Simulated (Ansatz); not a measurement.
MnGePd:
```
CELL_PARAMETERS angstrom
      6.61083     0.00000     0.00000
     -3.30542     5.72515     0.00000
      0.00000     0.00000     3.66019
ATOMIC_POSITIONS crystal
  Ge 0.33333 0.66667 0.00000
  Ge 0.66667 0.33333 0.00000
  Ge 0.00000 0.00000 0.50000
  Pd 0.26012 0.00000 0.00000
  Pd 0.73988 0.73988 0.00000
  Pd 0.00000 0.26012 0.00000
  Mn 0.58827 0.00000 0.50000
  Mn 0.41173 0.41173 0.50000
  Mn 0.00000 0.58827 0.50000
```
The run is spin-polarised; directions of the spins, atom by atom: ↓ ↓ 0 0 0 0 ↑ ↑ ↑.

Relaxed with r²SCAN.

Q: Map the electron localisation function on the plane through (0.000, 0.000, 0.500) spanned by u = [1, 0, 0] and v = [0, 0, 1] in lattice vectors, from r²SCAN in the plane-wave PAW code Ansatz.

A: x is the fraction of u, y of v (the angle between them is 90°; rows are the nearest grid lines); atoms in the plane: Ge at (0.00, 0.00), Pd at (0.26, 0.50), Mn at (0.59, 0.00).
```
|.  :-==-::.:...:=#@@@@#=..-+=-:  .|
|   :-==-:::::..:=#%@@%*-..-+==:   |
|  .-===-::::::..-+#%%#+:.:-++=-.  |
|::-===-::::::::..-=++=-..:=++==-::|
|--===-::--:::--:..::::...:-=++==--|
|====-:-=++=-::-::.......:---======|
|==-::-=+**++-::-:.......::-----===|
|--:::=++++++=-::::.....::::::::---|
|::::-+*+--=++=::::.....:::::::::::|
|::.:-+*=::=+*=::::.....:::::::::::|
|::::-+*+--=++=::::.....:::::::::::|
|--:::=++++++=-::::.....::::::::---|
|==-::-=+**++-::-:.......::-----===|
|====-:-=++=-::-::.......:---======|
|--===-::--:::--:..::::...:-=++==--|
|::-===-::::::::..-=++=-..:=++==-::|
|  .-===-::::::..-+#%%#+:.:-++=-.  |
|   :-==-:::::..:=#%@@%*-..-+==:   |
|.  :-==-::.:...:=#@@@@#=..-+=-:  .|
```
Scale: ten equal steps from -0.001 (start of ' ') to 0.900 (end of '@'), in the order ' .:-=+*#%@'; x runs from 0.000 to 1.00, y from 0.000 (bottom) to 1.00 (top).

The density is the valence pseudo-density with augmentation charge, so density and ELF within about 1 Å of a nucleus are not all-electron values.

Space group P-62m. The workflow started from an entry of the Crystallography Open Database (COD). Its standing as an ambient phase is unchecked. The r²SCAN relaxation kept the symmetry of its start; whether a distortion lowers the energy is not shown. The final state is ferromagnetic, chosen from 3 collinear starts compared on coarse meshes (ties went to the first, and starts can fall back to one state), not a proven ground state. Other orbital occupations within this spin state were not tried.

Potentials: the later of the program's two PAW sets.
